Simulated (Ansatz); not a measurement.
NbAs:
```
CELL_PARAMETERS angstrom
      3.18016     0.00000     0.00000
      0.00000     3.18016     0.00000
      0.00000     0.00000     3.18016
ATOMIC_POSITIONS crystal
  Nb 0.00000 0.00000 0.00000
  As 0.50000 0.50000 0.50000
```

Relaxed with PBEsol. Special points in fractions of this cell's reciprocal vectors: Γ (0.000, 0.000, 0.000); X (0.000, 0.500, 0.000); M (0.500, 0.500, 0.000); R (0.500, 0.500, 0.500).

Task: List the band energies nearest the Fermi level at these points for plane-wave PAW PBEsol with spin–orbit coupling (Ansatz code).

Result: In eV from the Fermi level; about four levels below and three above (degenerate sets whole), none deeper than 8.9 eV; points with the same levels are listed once.

```
k                                below                          above
-  -----------------------------------  -----------------------------
Γ  -3.08 -3.08 -3.08 -3.08 -0.05 -0.05            0.41 0.41 0.41 0.41
X              -2.31 -2.31 -2.14 -2.14            1.96 1.96 3.25 3.25
M              -0.17 -0.17 -0.12 -0.12            2.06 2.06 2.11 2.11
R              -6.36 -6.36 -6.36 -6.36  3.32 3.32 3.56 3.56 3.56 3.56
```

Space group Pm-3m (CsCl type). A made-up cell: these elements were put on the sites of a structure type; neither database checked (COD, Materials Project) lists it. COD files the formula under space group No. 109. Whether it is the stable phase at ambient conditions was not checked. The cell was relaxed with PBEsol under the symmetry of its start; its stability against distortions is not shown here. The run is not spin-polarised.

Potentials: the earlier of the program's two PAW sets. The files were generated under PBE; for other functionals the program regenerates the frozen cores, and for LDA and PBEsol the local potential too.
